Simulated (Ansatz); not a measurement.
Relaxed candidate structures of Nb:

A. Pm-3n (No. 223), cP8; a = 5.2369 Å, b = 5.2369 Å, c = 5.2369 Å, α = 90.00°, β = 90.00°, γ = 90.00°; Nb 6c (0.000, 0.500, 0.250); Nb 2a (0.000, 0.000, 0.000)

B. Im-3m (No. 229), cI2, bcc (W type); a = b = c = 3.2712 Å, α = β = γ = 90.00°; Nb 2a (0.000, 0.000, 0.000)

C. P6/mmm (No. 191), hP4; a = b = 5.5675 Å, c = 2.6858 Å, α = β = 90.00°, γ = 120.00°; Nb 3f (0.000, 0.500, 0.000); Nb 1b (0.000, 0.000, 0.500)

D. R-3m, hexagonal axes (No. 166), hR1; a = b = 2.831 Å, c = 7.810 Å, α = β = 90.00°, γ = 120.00°; Nb 3a (0.000, 0.000, 0.000)

E. I4₁/amd, origin choice 1 (No. 141), tI4, AFLOW prototype A_tI4_141_a (A5, as in Sn); a = b = 5.121 Å, c = 2.817 Å, α = β = γ = 90.00°; Nb 4a (0.000, 0.000, 0.000)

F. Fm-3m (No. 225), cF4, fcc (Cu type); a = b = c = 4.1702 Å, α = β = γ = 90.00°; Nb 4a (0.000, 0.000, 0.000)

### Question
Rank these by energy per atom (lowest first), as PBEsol (plane waves to 420 eV, PAW, scalar-relativistic; Ansatz, a first-principles code) gives it.

### Answer
B (reference, the lowest of the structures calculated here), A (+0.12 eV/atom), C (+0.27 eV/atom), D (+0.32 eV/atom), F (+0.35 eV/atom), E (+0.62 eV/atom)

Probably no minimum, since a slightly shaken restart fell lower: P6/mmm, hP4 (by 0.27 eV/atom, to Im-3m). Each run could gain symmetry but not lose that of its start, so entries can be saddle points. From databases, or of a type measured for this composition: Im-3m, cI2, bcc (W type); Fm-3m, cF4, fcc (Cu type); the others are generated cells (placed on structure types, drawn at random, substituted or restacked) that were not matched to a known phase here. Static energies at zero pressure. No spin polarisation in the result.
